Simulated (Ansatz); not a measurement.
NbCuN2:
Space group R-3m, hexagonal axes (No. 166); a = b = 3.1450 Å, c = 17.3448 Å, α = β = 90.00°, γ = 120.00°

| atom | site | symmetry | x | y | z |
|---|---|---|---|---|---|
| Nb | 3b | -3m | 0.0000 | 0.0000 | 0.5000 |
| Cu | 3a | -3m | 0.0000 | 0.0000 | 0.0000 |
| N | 6c | 3m | 0.0000 | 0.0000 | 0.1057 |
(The calculation used a cell of 4 atoms; values per cell refer to that cell.)

Relaxed with r²SCAN.

Task: Which orbitals make up the states near the band edges in the program Ansatz at the r²SCAN level (PAW)?

Result: Top 1 eV of the valence band: Cu 3d 48 %, N 2p 36 %, Nb 4d 7 %, Cu 4s 6 %. Bottom 1 eV of the conduction band: Nb 4d 65 %, N 2p 19 %, Cu 4s 6 %. Projections are on Löwdin-orthogonalised atomic valence shells; empty p or d shells of many metals are not among them.

Task: Tabulate the density of states.

Result: States/eV per cell of 4 atoms, in 0.25 eV bins, energy from the valence-band maximum.

| E (eV) | total | Cu 3d | N 2p | Nb 4d |
|---|---|---|---|---|
| -7.85 | 0.00 | 0.00 | 0.00 | 0.00 |
| -7.60 | 0.01 | 0.00 | 0.01 | 0.00 |
| -7.35 | 0.13 | 0.01 | 0.07 | 0.04 |
| -7.10 | 0.25 | 0.02 | 0.13 | 0.07 |
| -6.85 | 1.11 | 0.11 | 0.56 | 0.32 |
| -6.60 | 2.07 | 0.18 | 1.08 | 0.59 |
| -6.35 | 2.24 | 0.18 | 1.20 | 0.63 |
| -6.10 | 1.28 | 0.12 | 0.70 | 0.35 |
| -5.85 | 2.00 | 0.16 | 1.13 | 0.59 |
| -5.60 | 3.33 | 0.39 | 1.89 | 0.84 |
| -5.35 | 4.82 | 0.67 | 2.70 | 1.18 |
| -5.10 | 4.17 | 0.44 | 2.34 | 1.23 |
| -4.85 | 2.43 | 0.25 | 1.36 | 0.75 |
| -4.60 | 1.02 | 0.11 | 0.62 | 0.20 |
| -4.35 | 2.45 | 0.33 | 1.52 | 0.39 |
| -4.10 | 2.88 | 0.39 | 1.82 | 0.43 |
| -3.85 | 2.16 | 0.34 | 1.33 | 0.30 |
| -3.60 | 2.66 | 0.79 | 1.37 | 0.29 |
| -3.35 | 4.59 | 2.00 | 1.96 | 0.31 |
| -3.10 | 3.81 | 1.59 | 1.74 | 0.29 |
| -2.85 | 2.97 | 1.30 | 1.28 | 0.23 |
| -2.60 | 2.23 | 1.29 | 0.69 | 0.13 |
| -2.35 | 4.20 | 3.13 | 0.73 | 0.15 |
| -2.10 | 5.21 | 4.52 | 0.47 | 0.12 |
| -1.85 | 6.25 | 5.48 | 0.41 | 0.20 |
| -1.60 | 6.53 | 5.26 | 0.71 | 0.36 |
| -1.35 | 5.34 | 3.36 | 1.23 | 0.49 |
| -1.10 | 4.21 | 2.18 | 1.37 | 0.41 |
| -0.85 | 3.77 | 1.76 | 1.47 | 0.28 |
| -0.60 | 3.22 | 1.62 | 1.04 | 0.18 |
| -0.35 | 0.66 | 0.32 | 0.23 | 0.03 |
| -0.10 | 0.02 | 0.01 | 0.01 | 0.00 |
| 0.15 | 0.00 | 0.00 | 0.00 | 0.00 |
| 0.40 | 0.00 | 0.00 | 0.00 | 0.00 |
| 0.65 | 0.23 | 0.01 | 0.05 | 0.13 |
| 0.90 | 0.91 | 0.04 | 0.18 | 0.56 |
| 1.15 | 2.64 | 0.12 | 0.50 | 1.74 |
| 1.40 | 3.55 | 0.14 | 0.68 | 2.33 |
| 1.65 | 1.53 | 0.04 | 0.28 | 1.00 |
| 1.90 | 1.09 | 0.03 | 0.23 | 0.69 |
| 2.15 | 1.39 | 0.03 | 0.30 | 0.83 |
| 2.40 | 1.83 | 0.03 | 0.38 | 1.11 |
| 2.65 | 3.90 | 0.04 | 0.60 | 2.87 |
| 2.90 | 5.88 | 0.03 | 1.12 | 4.28 |
| 3.15 | 1.04 | 0.01 | 0.27 | 0.71 |
| 3.40 | 0.00 | 0.00 | 0.00 | 0.00 |
| 3.65 | 0.24 | 0.02 | 0.02 | 0.05 |
| 3.90 | 1.17 | 0.05 | 0.13 | 0.19 |
| 4.15 | 1.82 | 0.09 | 0.26 | 0.33 |
| 4.40 | 1.98 | 0.11 | 0.37 | 0.39 |
| 4.65 | 1.40 | 0.08 | 0.29 | 0.26 |
| 4.90 | 1.17 | 0.11 | 0.30 | 0.17 |
| 5.15 | 0.22 | 0.03 | 0.07 | 0.03 |

The start of the workflow was typed in or built on a structure type; neither database checked (COD, Materials Project) lists it. Its standing as an ambient phase is unchecked. The cell was relaxed with r²SCAN under the symmetry of its start; its stability against distortions is not shown here. The workflow began spin-polarised and lost its moments. Spin–orbit coupling is left out wherever it is not named.

Potentials: the earlier of the program's two PAW sets.
